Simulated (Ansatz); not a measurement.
CaHBr (space group P4/nmm)

```
CaHBr
1.0
    3.83303     0.00000     0.00000
    0.00000     3.83303     0.00000
    0.00000     0.00000     8.23965
Ca H Br
2 2 2
Cartesian
  0.00000   1.91651   1.29523
  1.91651   0.00000   6.94442
  1.91651   1.91651   0.00000
  0.00000   0.00000   0.00000
  0.00000   1.91651   5.60381
  1.91651   0.00000   2.63584
```

The slice is a (010) plane (indices of the conventional cell) through the point (0.000, 0.500, 0.680) (fractional), spanned by u = [100] and v = [001] in vectors of this cell: u (3.83 Å) and v (8.24 Å, at 90° to u). It covers one period; positions are fractions (u, v).

Computed with r2SCAN (plane waves to 500 eV, PAW, scalar-relativistic; Ansatz, a first-principles code). k mesh 9×9×4. Near the nuclei the fields are pseudised (PAW); where an atom keeps semicore shells as valence, they peak there. CaHBr was relaxed with its symmetry unable to fall.

Three fields on this plane, each scaled to ten steps between its own extremes (0 low, 9 high; the total valence density on a logarithmic scale, the potential cut 8 eV below its top; x marks points blanked near nuclei; v = 0 in the bottom row):

Map A
```
|xxxx06888860xxx|
|xxxx37899873xxx|
|xxx1689999861xx|
|013689999998631|
|667899999999876|
|889999999999998|
|999999999999999|
|888999999999988|
|777889999998877|
|566778888887766|
|334567888876543|
|001356777765310|
|xx002567765200x|
|xxx0035665300xx|
|xxxx02566520xxx|
|xxxx01466410xxx|
|xxxx01466410xxx|
|xxxx025xx520xxx|
|xxxx0xxxxxx0xxx|
|xxx02xxxxxx20xx|
|0002xxxxxxxx200|
|2245xxxxxxxx542|
|5567xxxxxxxx765|
|77778xxxxxx8777|
|888887xxxx78888|
|778877777777887|
|566777666677766|
|002566666666520|
|xxx1466666641xx|
|xxxx26777762xxx|
|xxxx05777750xxx|
|xxxx05788750xxx|
```

Map B
```
|xxxx98300389xxx|
|xxxx97300379xxx|
|xxx9861001689xx|
|999873000037899|
|988631000013688|
|765200000000256|
|221000000000012|
|000000000000000|
|000000000000000|
|000000000000000|
|000000000000000|
|100000000000000|
|xx300000000003x|
|xxx4000000004xx|
|xxxx10000001xxx|
|xxxx30000003xxx|
|xxxx30011003xxx|
|xxxx103xx301xxx|
|xxxx0xxxxxx0xxx|
|xxx01xxxxxx10xx|
|2100xxxxxxxx001|
|0002xxxxxxxx200|
|0002xxxxxxxx200|
|00015xxxxxx5100|
|110015xxxx51001|
|442101244210124|
|777521000012577|
|998863000036889|
|xxx9862002689xx|
|xxxx97300379xxx|
|xxxx98400489xxx|
|xxxx98400489xxx|
```

Map C
```
|xxxx97533579xxx|
|xxxx86433468xxx|
|xxx9753223579xx|
|998754211245789|
|776542100124567|
|544321000012344|
|222110000001122|
|110001111110001|
|000011222211000|
|000112333321100|
|111223333332211|
|543333333333334|
|xx754333333457x|
|xxx8543333458xx|
|xxxx74333347xxx|
|xxxx84333348xxx|
|xxxx85444458xxx|
|xxxx755xx557xxx|
|xxxx7xxxxxx7xxx|
|xxx76xxxxxx67xx|
|6655xxxxxxxx556|
|3345xxxxxxxx543|
|2234xxxxxxxx432|
|22345xxxxxx5432|
|333445xxxx54433|
|555444555544455|
|777654444445677|
|999765433456799|
|xxx9864334689xx|
|xxxx97544579xxx|
|xxxx97544579xxx|
|xxxx97544579xxx|
```

Question: Assign the maps to these fields: electron localisation function (ELF); valence electron density; electrostatic potential energy of an electron, from the cell's mean.

Answer: A is the electrostatic potential energy of an electron, from the cell's mean; B is the electron localisation function (ELF); C is the valence electron density.
